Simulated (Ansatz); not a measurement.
The relaxed structure here is a generated cell of Ti2C: the first start was made by a random draw of sites in a space group, and the end was not matched to a known phase here, so it may be hypothetical.

The start is a randomly generated symmetric cell of Ti2C (space group No. 65). The cell and all atomic positions are relaxed at zero pressure with PBE (plane waves to 420 eV, PAW, scalar-relativistic; Ansatz, an electronic-structure program). First-step values are on the input's coarse k-mesh.

Ansatz input (later rounds restart from its end on a renewed k-mesh):
Ansatz 0.2 input:
```yaml
crystal:
  lattice:
    - [2.0029473, -2.2111769, 0]
    - [2.0029473, 2.2111769, 0]
    - [0, 0, 5.2533418]
  atoms:
    - { symbol: C, position: [0.5, 0.5, 0] }
    - { symbol: Ti, position: [0, 0, 0.5] }
    - { symbol: Ti, position: [0.5, 0.5, 0.5] }
basis: { ecutwfc: 420, ecutrho_ratio: 4, xc_grid: 2, fft_grid_basis: typed }
kpoints: { mp_grid: { grid: [8, 8, 5] } }
hamiltonian:
  xc: pbe
  dispersion: none
  pseudopotentials: { kind: paw }
scf: { occupations: { method: fermi_dirac, width: 0.05 } }
relax: { f_tol: 0.01, max_steps: 100, cell: { stress_tol: 0.02 } }
output: { forces: true, stress: true }
```

**Question.** What symmetry does the relaxed structure have?

**Answer.** The space group goes from Cmmm (No. 65) to P4/mmm (No. 123), with 3 atoms in the primitive cell.

**Question.** By how much does the energy per atom fall from start to end?

**Answer.** About 1.9 eV/atom.

**Question.** How do the shortest distances between atoms change?

**Answer.** The closest pairs of elements (up to four, under 3.6 Å), start → end: C–Ti 2.63 → 2.00 Å; Ti–Ti 2.00 → 2.56 Å; C–C 2.98 → 3.62 Å.

**Question.** What band gap does the relaxed structure have at this level?

**Answer.** No gap (metallic).

**Question.** Give the final cell and atomic positions.

**Answer.** 
Space group P4/mmm (No. 123); a = 3.6200 Å, b = 3.6200 Å, c = 3.9914 Å, α = 90.00°, β = 90.00°, γ = 90.00°

```csv
atom,site,symmetry,x,y,z
C,1c,4/mmm,0.5000,0.5000,0.0000
Ti,1b,4/mmm,0.0000,0.0000,0.5000
Ti,1d,4/mmm,0.5000,0.5000,0.5000
```

Final values are on a 13×13×12 k-mesh of the relaxed cell. The start holds a very short contact (Ti–Ti 2.00 Å). No spin polarisation in the result.

The run could not lose the symmetry of its start: the end is stationary, and may be a saddle point rather than a minimum.

All atoms sit on sites fixed by symmetry, so only the cell could relax.
